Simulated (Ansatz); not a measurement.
NaSrCl3, cubic perovskite, relaxed with r2SCAN in Ansatz. The symmetry is Pm-3m (No. 221, cubic); a = 5.625 Å in the conventional setting, 35.60 Å³ an atom. Around Na lie 12 Cl at 3.98 Å; around Sr lie 6 Cl at 2.81 Å; around Cl lie 2 Sr at 2.81 Å and 4 Na at 3.98 Å.

The axes x, y and z are those of this cell:
```
CELL_PARAMETERS angstrom
5.62527 0.00000 0.00000
0.00000 5.62527 0.00000
0.00000 0.00000 5.62527
ATOMIC_POSITIONS crystal
Na 0.00000 0.00000 0.00000
Sr 0.50000 0.50000 0.50000
Cl 0.50000 0.50000 0.00000
Cl 0.50000 0.00000 0.50000
Cl 0.00000 0.50000 0.50000
```

Unstrained: PBE gives an indirect gap of 3.619 eV, from R to Γ; the least direct gap is 3.847 eV at Γ. The r2SCAN gap is indirect, 4.385 eV (R to Γ), below the direct gap of 4.617 eV at Γ. The HSE06 gap is indirect, 4.881 eV (R to Γ), below the direct gap of 5.123 eV at Γ. Meshes: PBE 4×4×4, r2SCAN 4×4×4, HSE06 4×4×4. Strains are changes of length per length, and xy shears are angles. After each strain the atoms were relaxed again with r2SCAN in this cell and within any symmetry left, so distortions that break it or need a larger cell weren't tested; points keep the names that they have in the unstrained zone. No spin polarisation. The prototype was imposed, so other structures may be more stable.

**Question.** Estimate what uniaxial -4.0 % along z, other directions held does to the gap.

**Answer.** PBE: the gap goes from 3.619 to 3.652 eV (+0.033 eV). r2SCAN: the gap goes from 4.385 to 4.409 eV (+0.024 eV). HSE06: the gap goes from 4.881 to 4.914 eV (+0.034 eV). The r2SCAN energy rises by 11.8 meV an atom.

**Question.** One strain changed the r2SCAN stress by xx -2.34, yy -2.34, zz -2.34 GPa (compression positive) and the gap by -0.173 eV (PBE), -0.139 eV (r2SCAN), -0.176 eV (HSE06). Which kind of strain was it, and roughly how large?

**Answer.** Isotropic +5.0 % on every length. The pattern of the stress gives the kind; the size needs the stiffness, so it is an estimate.

**Question.** Apply epitaxial +0.5 % in the xy plane, free normal strain -0.09 %. How far does the gap move, against the unstrained cell?

**Answer.** PBE: the gap goes from 3.619 to 3.607 eV (-0.012 eV). r2SCAN: the gap goes from 4.385 to 4.375 eV (-0.010 eV). HSE06: the gap goes from 4.881 to 4.869 eV (-0.012 eV). The r2SCAN energy rises by 0.3 meV an atom.

**Question.** Apply xy shear, engineering strain (angle) +2.0 %. How far does the gap move, against the unstrained cell?

**Answer.** PBE: the gap goes from 3.619 to 3.614 eV (-0.005 eV). r2SCAN: the gap goes from 4.385 to 4.379 eV (-0.006 eV). HSE06: the gap goes from 4.881 to 4.876 eV (-0.004 eV). The r2SCAN energy rises by 0.2 meV an atom.

Spin-orbit coupling is left out.

The meshes of the hybrids are coarse, so their gaps aren't converged to the digits shown.
